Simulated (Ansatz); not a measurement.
Space group Fm-3m (No. 225). a = 8.670 Å, b = 8.670 Å, c = 8.670 Å, α = 90.00°, β = 90.00°, γ = 90.00°
```json
{"atom": "K", "site": "8c", "symmetry": "-43m", "x": "0.2500", "y": "0.7500", "z": "0.7500"}
{"atom": "Mn", "site": "4a", "symmetry": "m-3m", "x": "0.0000", "y": "0.0000", "z": "0.0000"}
{"atom": "Ag", "site": "4b", "symmetry": "m-3m", "x": "0.5000", "y": "0.0000", "z": "0.0000"}
{"atom": "F", "site": "24e", "symmetry": "4m.m", "x": "0.5000", "y": "0.0000", "z": "0.7259"}
```

Equation of state of this K$_{2}$MnAgF$_{6}$ structure (not necessarily the ground state), with shape and atoms relaxed at each volume where symmetry leaves them free. It has no gap at any of these volumes. The calculation used DFT PBE, scalar-relativistic, plane waves, PAW (Ansatz 0.2.0).

Settings: cutoff 420 eV, Γ-centred mesh 8×8×8 on the computed 10-atom cell, Gaussian smearing of 0.10 eV; collinear spin.

| V (Å³/atom) | E − E(largest V) (meV/atom) | P (GPa) |
| --- | --- | --- |
| 14.337 | 27.30 | 8.83 |
| 14.826 | 4.92 | 5.93 |
| 15.315 | -9.38 | 3.55 |
| 15.803 | -17.14 | 1.60 |
| 16.292 | -19.44 | 0.00 |
| 16.781 | -17.39 | -1.28 |
| 17.270 | -11.78 | -2.32 |
| 17.921 | 0.00 | -3.37 |

Q: Fit a third-order Birch–Murnaghan equation to E(V).

A: V0 = 16.29 Å³/atom, B0 = 48 GPa, B0' = 5.9.

The cell holds one magnetic atom, so it can only be ferromagnetic; an antiferromagnetic order may lie lower.

Cost: 8 runs of about 32 core-minutes in all, on AMD EPYC (Zen 3) (shared hosts).